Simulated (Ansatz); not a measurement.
BP:
```yaml
crystal:
  lattice:
    - [3.15836, 0.00000, 0.00000]
    - [-1.57918, 2.73522, 0.00000]
    - [0.00000, 0.00000, 5.24149]
  atoms:
    - { symbol: B, position: [0.66667, 0.33333, 0.50048] }
    - { symbol: B, position: [0.33333, 0.66667, 0.00048] }
    - { symbol: P, position: [0.66667, 0.33333, 0.87452] }
    - { symbol: P, position: [0.33333, 0.66667, 0.37452] }
```

Relaxed with LDA.

Question: Give the optical modes at the zone centre with their infrared and Raman activity from DFPT, LDA (plane waves, PAW; program Ansatz).

Answer: Transverse frequencies, without the LO–TO term; a row sums one degenerate level.

```
ω (cm⁻¹)  degeneracy  IR ((D/Å)²/amu)  Raman (Å⁴/amu)  activity  symmetry
--------  ----------  ---------------  --------------  --------  --------
213                2             0.00             3.3     Raman        E2
519                1             0.00               0    silent        B1
775                1             0.00               0    silent        B1
779                2             0.00             210     Raman        E2
807                1             2.55             570  IR+Raman        A1
817                2             5.03             140  IR+Raman        E1
```

Question: How high does the top mode go among those that the LO–TO term moves?

Answer: 825 cm⁻¹ for q along x, 825 cm⁻¹ for q along y, 815 cm⁻¹ for q along z.

Space group P6_3mc (wurtzite). The workflow started from a Materials Project entry (that database holds measured and hypothetical structures alike); the Crystallography Open Database copy checked does not list it. It is not the phase usual at ambient conditions (space group No. 216). The LDA relaxation kept the symmetry of its start; phonons on a q-mesh show no instability.

Potentials: the later of the program's two PAW sets.
